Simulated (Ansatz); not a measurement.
Level: r2SCAN, no spin polarisation; 500 eV; 7×7×4 Γ-centred mesh; fermi-dirac occupations (width 0.0242 eV); Ansatz 0.2.0, fixed geometry.

Computed maps in the lattice plane spanned by a (left to right, 4.61 Å, 14 points from zero) and b (bottom to top, 4.61 Å, 14 points from zero), 90° apart, at height 0.500 along c. The fields are smooth PAW ones with compensation charges, not the true ones near nuclei.

Valence density. Digits on a logarithmic scale: 0 up to 0.03 e/Å³, each further digit a factor of 1.6, 9 from 1.3 e/Å³ up:
```
23577532122221
35899853222222
47999974223322
47999974223322
35899853222222
23577532122221
12344321234432
21222212357753
32222223589985
42233224799997
42233224799997
32222223589985
21222212357753
12344321234432
```

ELF. Ten even steps from '0' (0.01) to '9' (0.81):
```
03788730000000
17999971001100
18977981015510
18977981015510
17999971001100
03788730000000
00111100011110
00000000378873
10011001799997
10155101897798
10155101897798
10011001799997
00000000378873
00111100011110
```

Problem. The cell is CsZnSbF. Which atoms lie within 0.2 Å of this plane, and where (fractions of a and b)?

Solution. F at (0.25, 0.75), F at (0.75, 0.25). The whole cell:
```
CELL_PARAMETERS angstrom
4.61165 0.00000 0.00000
0.00000 4.61165 0.00000
0.00000 0.00000 10.16073
ATOMIC_POSITIONS crystal
Cs 0.75000 0.75000 0.35079
Cs 0.25000 0.25000 0.64921
F 0.25000 0.75000 0.50000
F 0.75000 0.25000 0.50000
Zn 0.25000 0.75000 0.00000
Zn 0.75000 0.25000 0.00000
Sb 0.25000 0.25000 0.16604
Sb 0.75000 0.75000 0.83396
```

Origin: a known structure type with other elements, at an estimated volume, so it need not be a known compound. Caveats: many states at the Fermi level without spin polarisation, so a magnetic state may lie lower.
